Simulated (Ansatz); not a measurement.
Input file for Ansatz (a quantum-chemistry and plane-wave program):

Ansatz 0.2 input:
```yaml
crystal:
  lattice:
    - [0.0, 2.6957097, 2.6957097]
    - [2.6957097, 0.0, 2.6957097]
    - [2.6957097, 2.6957097, 0.0]
  atoms:
    - { symbol: Ga, position: [0.0, 0.0, 0.0] }
    - { symbol: P, position: [0.75, 0.75, 0.75] }
kpoints:
  mp_grid: { grid: [9, 9, 9] }
hamiltonian:
  xc: lda
  pseudopotentials: { azcp: { folder: ./paw }, kind: paw }
scf:
  occupations: { method: fixed }
elastic: { mode: relaxed_ion, stencil: two_point, amplitude: 0.005, f_tol: 0.0005 }
output: { polarization: {} }
```

Output (shortened):

```
Pseudopotential: Ga, paw, valence charge 13
Pseudopotential: P, paw, valence charge 5
Functional definition: SPW92
Crystal: 2 atoms, lattice volume = 39.179 Å³
Basis set: ecut = 420 eV, 749 PW (Γ)
Bands: 13, of which v1, the nominal top of the filled ones, is band 9 counted from 1 (8 counted from 0)
Symmetry: 24 space group operations
Space group: F-43m (ITA 216), of the structure as read, at distance tolerance 3.4e-5 Å
k-points: 35 of 729 (time reversal used)
SCF 1 converged in 10 iterations: F = -4433.771656 eV  dr2 = 6.22e-16
Crystal: 2 atoms, lattice volume = 38.983 Å³
Symmetry: 8 space group operations
k-points: 75 of 729 (time reversal used)
SCF 2 converged in 9 iterations: F = -4433.771220 eV  dr2 = 1.67e-14
Crystal: 2 atoms, lattice volume = 39.375 Å³
SCF 3 converged in 9 iterations: F = -4433.771221 eV  dr2 = 5.54e-14
Crystal: 2 atoms, lattice volume = 39.178 Å³
Symmetry: 4 space group operations
k-points: 125 of 729 (time reversal used)
SCF 4 converged in 10 iterations: F = -4433.771362 eV  dr2 = 8.46e-15
relax step   1: F+E_penalty+E_count = -4433.77136202 eV  Δ(F+E_penalty+E_count) = +0.000e0 eV  max|allowed force component| = 4.057e-2 eV/Å  Δτ_max = 0.0000 Å  (10 SCF iters, accepted)
Crystal: 2 atoms, lattice volume = 39.178 Å³
SCF 5 converged in 8 iterations: F = -4433.771426 eV  dr2 = 1.21e-15
relax step   2: F+E_penalty+E_count = -4433.77142563 eV  Δ(F+E_penalty+E_count) = -6.360e-5 eV  max|allowed force component| = 1.759e-2 eV/Å  Δτ_max = 0.0011 Å  (8 SCF iters, accepted)
Crystal: 2 atoms, lattice volume = 39.178 Å³
SCF 6 converged in 7 iterations: F = -4433.771440 eV  dr2 = 6.19e-14
relax step   3: F+E_penalty+E_count = -4433.77144034 eV  Δ(F+E_penalty+E_count) = -1.472e-5 eV  max|allowed force component| = 6.076e-7 eV/Å  Δτ_max = 0.0008 Å  (7 SCF iters, accepted)
Crystal: 2 atoms, lattice volume = 39.178 Å³
SCF 7 converged in 2 iterations: F = -4433.771440 eV  dr2 = 1.02e-14
Crystal: 2 atoms, lattice volume = 39.178 Å³
SCF 8 converged in 10 iterations: F = -4433.771362 eV  dr2 = 6.48e-15
relax step   1: F+E_penalty+E_count = -4433.77136202 eV  Δ(F+E_penalty+E_count) = +0.000e0 eV  max|allowed force component| = 4.057e-2 eV/Å  Δτ_max = 0.0000 Å  (10 SCF iters, accepted)
Crystal: 2 atoms, lattice volume = 39.178 Å³
SCF 9 converged in 8 iterations: F = -4433.771426 eV  dr2 = 1.20e-15
relax step   2: F+E_penalty+E_count = -4433.77142562 eV  Δ(F+E_penalty+E_count) = -6.360e-5 eV  max|allowed force component| = 1.759e-2 eV/Å  Δτ_max = 0.0011 Å  (8 SCF iters, accepted)
Crystal: 2 atoms, lattice volume = 39.178 Å³
SCF 10 converged in 7 iterations: F = -4433.771440 eV  dr2 = 6.90e-14
relax step   3: F+E_penalty+E_count = -4433.77144034 eV  Δ(F+E_penalty+E_count) = -1.472e-5 eV  max|allowed force component| = 6.060e-7 eV/Å  Δτ_max = 0.0008 Å  (7 SCF iters, accepted)
Crystal: 2 atoms, lattice volume = 39.178 Å³
SCF 11 converged in 2 iterations: F = -4433.771440 eV  dr2 = 1.13e-14
SCF converged after 10 iterations
Free energy (F): -4433.771656 eV
Harris-Foulkes:  -4433.771656 eV  (|F-HF|=1.82e-12)
Internal energy: -4433.771656 eV  (E = F + TS)
E sigma→0 (E₀):  -4433.771656 eV
Fermi energy:    7.245482 eV
--- Per-component energies (eV) ---
  E_band       = -58.607819
  E_kinetic    = 182.105081
  E_local      = -1658.784216  (includes V_loc(G=0)·N_el)
  E_nonlocal   = -57.277353
  E_hartree    = 1006.412654
  E_xc         = -135.942595
  E_vxc        = -118.581632  (∫ρ·V_xc dr)
  E_paw        = -2445.101623  (= ΣΔE_a)
  E_vpaw       = -418.894825  (= ΣTr[D̂ρ^β])
  E_aug_tail   = -0.000182  (compensation charges beyond the density's cutoff)
  E_ewald      = -1327.029254
  E_core_change = 1.845833  (= ΣΔE_core)
  E_smearing   =  0.000000  (= −TS)
  E_closure    = 0.000000  (closes the sum)
  Σ components = -4433.771656   (vs F -4433.771656, Δ=0.00e0)
--- Forces (eV/Å), atoms counted from 1 ---
  atom   1  Ga     0.00000000     0.00000000     0.00000000
  atom   2  P      0.00000000     0.00000000     0.00000000
  max |Σ_I F_I| component: 2.54e-16 eV/Å
--- Stress (GPa, compression-positive) ---
       -0.001307       0.000000       0.000000
        0.000000      -0.001307       0.000000
        0.000000       0.000000      -0.001307
  P = ⅓ Tr σ = -0.0013 GPa (-0.013 kbar)
--- Band table (eV; the first three rows and the last of 35) ---
  k-point 0: bands = ["-7.4945", "-7.4945", "-7.4945", "-7.3863", "-7.3863", "-5.5226", "7.2455", "7.2455", "7.2455", "9.1258", "11.0241", "11.0241", "11.0241"]
  k-point 1: bands = ["-7.5066", "-7.4904", "-7.4904", "-7.3864", "-7.3864", "-5.3552", "5.8204", "7.0449", "7.0449", "9.6933", "11.3246", "11.3246", "11.4970"]
  k-point 2: bands = ["-7.5344", "-7.4808", "-7.4808", "-7.3856", "-7.3856", "-4.8737", "3.7395", "6.6414", "6.6414", "9.4491", "11.8327", "11.8327", "13.1390"]
  k-point 34: bands = ["-7.5979", "-7.4529", "-7.4308", "-7.4036", "-7.3765", "-2.3889", "0.5579", "3.3228", "3.9884", "11.5358", "11.9547", "12.7666", "14.5225"]
--- Elastic constants: 2 strain directions × 2 members + reference (group order 24) ---
  dense FFT box of the reference and of every strained cell: 27×27×27
  strains applied: 11, 23; error gains: componentwise 1.00 (the most a stress slope's error grows in a printed constant), spectral 1.73 (1 for all six strains …
  C = ∂σ_k/∂η_j (tension-positive GPa; Voigt order 11 22 33 23 13 12):
       142.462     64.012     64.012      0.000      0.000      0.000
        64.012    142.462     64.012      0.000      0.000      0.000
        64.012     64.012    142.462      0.000      0.000      0.000
         0.000      0.000      0.000     71.036      0.000      0.000
         0.000      0.000      0.000      0.000     71.036      0.000
         0.000      0.000      0.000      0.000      0.000     71.036
  reference stress σ⁰ (GPa):      0.001      0.001      0.001      0.000      0.000      0.000
  moduli (Voigt/Reuss/Hill, GPa): K = 90.16/90.16/90.16   G = 58.31/53.64/55.97   E = 139.13   ν = 0.243
  mechanically stable: yes (min eigenvalue of sym C = 71.04 GPa)
  e, the proper piezoelectric tensor (elastic.mode: relaxed_ion; C/m²; rows x y z; Voigt order 11 22 33 23 13 12):
       0.00000    0.00000    0.00000    0.10740    0.00000    0.00000
       0.00000    0.00000    0.00000    0.00000    0.10740    0.00000
       0.00000    0.00000    0.00000    0.00000    0.00000    0.10740
  ±, each entry's uncertainty from the finite density of the strings (C/m²), an estimate: the size of the correction for it that the entry includes:
       0.00000    0.00000    0.00000    0.00488    0.00000    0.00000
       0.00000    0.00000    0.00000    0.00000    0.00488    0.00000
       0.00000    0.00000    0.00000    0.00000    0.00000    0.00488
  strain η (Voigt 11):  stress-route row diagonal C_11 = 142.46 GPa, energy-path curvature d²(F+E_count+ΔE)/dδ²/Ω₀ = 142.42 GPa
         δ    σ_11 (GPa)             F (eV)   n_scf  n_hpsi   n_pw
    -5.000e-3      -0.7150       -4433.7712205       9   23184    775   relax 0 steps, max|allowed force component| 4.34e-17 eV/Å
     5.000e-3       0.7096       -4433.7712208       9   23710    785   relax 0 steps, max|allowed force component| 1.34e-16 eV/Å
  strain η (Voigt 23):  stress-route row diagonal C_44 = 71.04 GPa, energy-path curvature d²(F+E_count+ΔE)/dδ²/Ω₀ = 71.00 GPa
         δ    σ_23 (GPa)             F (eV)   n_scf  n_hpsi   n_pw
    -5.000e-3      -0.3552       -4433.7714403       2   16424    778   relax 3 steps, max|allowed force component| 6.08e-7 eV/Å
     5.000e-3       0.3552       -4433.7714403       2   16417    778   relax 3 steps, max|allowed force component| 6.06e-7 eV/Å
--- Formal polarisation (Berry phase): one branch of a lattice of values; only differences between neighbouring runs are physical ---
  axis  mesh            electronic          ionic      p = total  spread (rad)  least overlap  resolved gap  δp at fixed H ≤   (phases in cycles; p mod 1 …
  b1    9×9×9           0.00000000     3.75000000     3.75000000      0.262238         0.8148        1.8803           5.3e-6
  b2    9×9×9           0.00000000     3.75000000     3.75000000      0.262238         0.8148        1.8803           5.3e-6
  b3    9×9×9           0.00000000     3.75000000     3.75000000      0.262238         0.8148        1.8803           5.3e-6
  quantum along a1:   0.09730581 e/Å² =   155.901091 µC/cm²
  quantum along a2:   0.09730581 e/Å² =   155.901091 µC/cm²
  quantum along a3:   0.09730581 e/Å² =   155.901091 µC/cm²
  P = (  0.51604197,   0.51604197,   0.51604197) e/Å² = (  826.790387,   826.790387,   826.790387) µC/cm²  (mod the quanta)
```

Cost: very roughly 30 core-seconds on shared cores.

The cell was relaxed with LDA under the symmetry of its start. Spin–orbit coupling is left out wherever it is not named.

Potentials: the earlier of the program's two PAW sets. The files were generated under PBE; for other functionals the program regenerates the frozen cores, and for LDA and PBEsol the local potential too.

Ansatz is a plane-wave DFT program.
